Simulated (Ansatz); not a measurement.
Relaxed K2NaRhF6 (space group Fm-3m):

```
CELL_PARAMETERS angstrom
      0.00000     4.06954     4.06954
      4.06954     0.00000     4.06954
      4.06954     4.06954     0.00000
ATOMIC_POSITIONS crystal
  K  0.75000 0.75000 0.75000
  K  0.25000 0.25000 0.25000
  Na 0.50000 0.50000 0.50000
  Rh 0.00000 0.00000 0.00000
  F  0.76088 0.23912 0.23912
  F  0.23912 0.76088 0.76088
  F  0.23912 0.76088 0.23912
  F  0.76088 0.23912 0.76088
  F  0.23912 0.23912 0.76088
  F  0.76088 0.76088 0.23912
```

A phonon eigenvector at Γ is frozen into this cell: atom i moves by Q times the vector below, so Q is the largest atomic displacement, in Å. The cell is held. It is one choice among 3 degenerate patterns.

```
atom      x      y       z
----  -----  -----  ------
F5    0.000  0.000   1.000
F6    0.000  0.000   1.000
F7    0.000  0.000  -1.000
F8    0.000  0.000  -1.000
```

Atoms not listed stay in place.

Level of theory: LDA (plane waves to 420 eV, PAW, scalar-relativistic; Ansatz, a program for electronic structure). k mesh 7×7×7 (Γ-centred), Fermi-Dirac smearing 0.05 eV. Energies are smeared free energies. K2NaRhF6 is run without spin polarisation and with no Hubbard U. K2NaRhF6 was relaxed with its symmetry unable to fall. The zero of ΔE is the undisplaced structure.

**Question.** What ΔE (meV/cell) and −dE/dQ from forces (eV/Å) does the calculation give at Q (Å) = -0.180, -0.150, -0.030, 0.030, 0.090, 0.180?

**Answer.** 
| Q (Å) | ΔE (meV/cell) | −dE/dQ from forces (eV/Å) |
|---|---|---|
| -0.180 | 182.5 | 2.044 |
| -0.150 | 126.4 | 1.695 |
| -0.030 | 5.0 | 0.335 |
| 0.030 | 5.0 | -0.335 |
| 0.090 | 45.3 | -1.010 |
| 0.180 | 182.5 | -2.044 |

(For displaced atoms, the force is minus the slope of the energy, and its curvature is a force constant, which sets phonon frequencies.)
